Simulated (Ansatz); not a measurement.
BeS:
```xyz
6
Lattice="3.4499 0.0000 0.0000 -1.7250 2.9877 0.0000 0.0000 0.0000 7.8318" Properties=species:S:1:pos:R:3 pbc="T T T"
Be    -0.8625     1.4939     2.6106
Be     0.8625     1.4939     5.2212
Be     1.7250     0.0000     0.0000
S     -0.8625     1.4939     6.5265
S      0.8625     1.4939     1.3053
S      1.7250     0.0000     3.9159
```

Relaxed with r²SCAN.

Question: Give the Bader charges and basin volumes of the independent atoms, plane-wave PAW r²SCAN (Ansatz code).

Answer: 

```json
[
 {"atom": "Be1", "Bader charge (e)": "+1.68", "Bader volume (Å³)": "2.2"},
 {"atom": "S4", "Bader charge (e)": "-1.68", "Bader volume (Å³)": "24.8"}
]
```

Space group P6_422. The start of the workflow was typed in or built on a structure type; neither database checked (COD, Materials Project) lists it. COD files the formula under space group No. 216. Whether it is the stable phase at ambient conditions was not checked. Symmetry was held in the r²SCAN relaxation; its stability against distortions is not shown here.

Potentials: the earlier of the program's two PAW sets.
